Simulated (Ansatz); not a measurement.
Sn:
```xyz
4
Lattice="-4.0126 4.0126 2.3283 4.0126 -4.0126 2.3283 4.0126 4.0126 -2.3283" Properties=species:S:1:pos:R:3 pbc="T T T"
Sn     1.4342     1.4342     0.0000
Sn     2.5784    -2.5784     2.3283
Sn    -2.5784     2.5784     2.3283
Sn     2.5784     2.5784     2.3283
```

Relaxed with r²SCAN.

Problem. Map the valence electron density (e/Å³), cut off at 2 on the plane through (0.179, 0.821, 0.000) spanned by u = [1, 1, 0] and v = [1, -1, 0] in lattice vectors, from plane-wave PAW r²SCAN (Ansatz code).

Solution. x is the fraction of u, y of v (the angle between them is 90°; rows are the nearest grid lines); atoms in the plane: Sn at (0.00, 0.00), Sn at (0.50, 0.50), Sn at (0.00, 0.64), Sn at (0.50, 0.14).
```
|@@@@*:.          .:*@@@@|
|@@@+:.            .:+@@@|
|==:..              ..:==|
|                        |
|                        |
|                        |
|...                  ...|
|@@#-..            ..-#@@|
|@@@@+:.          .:+@@@@|
|@@@#-:............:-#@@@|
|#*=::...::-==-::...::=*#|
|    ...:%@@@@@@%:...    |
|      .:%@@@@@@%:.      |
|       ..:-==-:..       |
|         ......         |
|                        |
|                        |
|          ....          |
|        ..::::..        |
|      .:*@@@@@@*:.      |
|    ...-@@@@@@@@-...    |
|==::....:-+##+-:....::==|
|@@@+::............::+@@@|
|@@@@*:.          .:*@@@@|
```
Scale: ten equal steps from 0.007 (start of ' ') to 2.00 (end of '@'), in the order ' .:-=+*#%@'; x runs from 0.000 to 1.00, y from 0.000 (bottom) to 1.00 (top).

The density is the valence pseudo-density with augmentation charge, so density and ELF within about 1 Å of a nucleus are not all-electron values.

Space group I4/mmm. This is a known high-pressure phase of the composition, computed here at zero pressure and temperature. The r²SCAN relaxation kept the symmetry of its start; whether a distortion lowers the energy is not shown. The volume moved by 40 % from the start of the relaxation. Scalar-relativistic: spin–orbit coupling is off unless named, which matters more the heavier the elements.

Potentials: the earlier of the program's two PAW sets.
